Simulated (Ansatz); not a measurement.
# YIn: do energies and stresses tell the same story?

The calculation used Ansatz 0.2.0, DFT r2SCAN, scalar-relativistic, plane waves, PAW.

Settings: cutoff 500 eV, Γ-centred mesh 12×12×10 on the computed 2-atom cell, Gaussian smearing of 0.10 eV; no spin polarisation.

Relaxed cell: P4/mmm, a = 3.490 Å, b = 3.490 Å, c = 4.324 Å, α = 90.00°, β = 90.00°, γ = 90.00°, 2 atoms in the primitive cell. Whether it is the stable form of this composition wasn't checked.

Energies at zero smearing and pressures from the stress tensor, at volumes with shape and atoms relaxed:
```tsv
V (Å³/atom)	E − E(first) (meV/atom)	P (GPa)
24.749	0.00	4.37
25.539	-15.40	2.01
26.329	-20.09	0.00
27.119	-15.59	-1.72
27.908	-3.44	-3.16
```

Problem. Check P = −dE/dV between neighbouring volumes, and get the bulk modulus from the pressures alone.

Solution. With 1 eV/Å³ = 160.2 GPa:
```tsv
middle V (Å³/atom)	−ΔE/ΔV (GPa)	mean P (GPa)
25.144	3.124	3.190
25.934	0.950	1.007
26.724	-0.912	-0.860
27.513	-2.464	-2.439
```

The two differ by 0.07 GPa at most. The mean of two end pressures misses the average over a step by about ΔV² P″/12, up to 0.03 GPa here; with that taken off 0.03 GPa remains. The stress is the derivative of the free energy, not of the energy at zero smearing, and with free energies 0.02 GPa remains. Around V = 26.329 Å³/atom, the two neighbours give B = −V ΔP/ΔV = 26.329 × 3.73 / 1.580 = 62.2 GPa, against B0 = 61.6 GPa from the Birch–Murnaghan fit of the energies.